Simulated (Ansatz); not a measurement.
Relaxed-ion elastic tensor of AlMo4S8 in space group F-43m (No. 216; Al on 4d, Mo on 16e, S on 16e, S on 16e) in GPa (Voigt order), LDA (plane waves, PAW; program Ansatz); density 5.02 g/cm³, 16.97 Å³ per atom.

```
 175  81.1  81.1   0.0   0.0   0.0
81.1   175  81.1   0.0   0.0   0.0
81.1  81.1   175   0.0   0.0   0.0
 0.0   0.0   0.0  49.2   0.0   0.0
 0.0   0.0   0.0   0.0  49.2   0.0
 0.0   0.0   0.0   0.0   0.0  49.2
```

### Question
Is the crystal mechanically stable?

### Answer
Yes: the smallest eigenvalue of C is 49.2 GPa.

### Question
Work out the Voigt, Reuss and Hill averages.

### Answer
K_V = 113, K_R = 113, K_H = 113; G_V = 48.4, G_R = 48.4, G_H = 48.4 GPa.

### Question
Give Young's modulus, Poisson's ratio, Pugh's ratio and the universal anisotropy index.

### Answer
E = 9KG/(3K + G) = 127 GPa; ν = 0.31; K/G = 2.33 (ductile by the Pugh limit of 1.75); A_U = 5G_V/G_R + K_V/K_R − 6 = 0.00.

### Question
Estimate the sound speeds and the Debye temperature.

### Answer
v_l = √((K + 4G/3)/ρ) = 5940 m/s, v_t = √(G/ρ) = 3100 m/s, mean 3470 m/s; Θ = (h/k)(3n/4πV)^(1/3) v_m = 402 K.

### Question
Give the Zener ratio and Young's modulus along [100], [110] and [111].

### Answer
A = 2C44/(C11 − C12) = 1.04; 1/E = S11 − 2(S11 − S12 − S44/2)Γ with Γ = 0, 1/4, 1/3 gives 124, 128, 129 GPa.

### Question
Solve the Christoffel equation for the three sound speeds along [100], [110], [111].

### Answer
Eigenvalues of C_ijkl n_j n_l equal ρv². In km/s, slowest first: [100] 3.13, 3.13, 5.91; [110] 3.06, 3.13, 5.94; [111] 3.09, 3.09, 5.96.

The first step of the workflow began from a Materials Project structure, measured or hypothetical; the Crystallography Open Database files this formula in space group No. 216, but the cells were not matched. Its standing as an ambient phase is unchecked. Symmetry was held in the LDA relaxation; of distortions, only those at the zone centre were tested. The run is not spin-polarised. With an odd number of electrons in the cell and no spin polarisation, the count alone makes it a metal. As this level gives no gap, shear constants depend on the k-mesh and smearing (Fermi–Dirac, 0.1 eV here).

Potentials: the later of the program's two PAW sets.
